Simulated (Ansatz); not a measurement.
ZrSiO:
```xyz
6
Lattice="3.2784 0.0000 0.0000 0.0000 3.2784 0.0000 0.0000 0.0000 7.2559" Properties=species:S:1:pos:R:3 pbc="T T T"
Zr     0.0000     1.6392     5.0051
Zr     1.6392     0.0000     2.2509
Si     1.6392     1.6392     0.0000
Si     0.0000     0.0000     0.0000
O      0.0000     1.6392     2.8211
O      1.6392     0.0000     4.4348
```

This is the PBEsol-relaxed structure.

**Question.** All from the program Ansatz at the PBEsol level (PAW), unless another level is named. Predict the electronic character.

**Answer.** metallic (no gap).

**Question.** Next, the density of states at the Fermi level?

**Answer.** 0.12 states/eV per atom (mean over ±0.08 eV).

**Question.** And the formation energy from the elements (no fitted shifts)?

**Answer.** -1.86 eV/atom.

Space group P4/nmm. The workflow started from a Materials Project entry (that database holds measured and hypothetical structures alike); the Crystallography Open Database copy checked does not list it. Its standing as an ambient phase is unchecked. The PBEsol relaxation kept the symmetry of its start; whether a distortion lowers the energy is not shown. No spin polarisation was allowed. The references are the lowest solids computed at this level, not always the standard phases (solids in place of the gases). Spin–orbit coupling is left out wherever it is not named.

Potentials: the later of the program's two PAW sets.
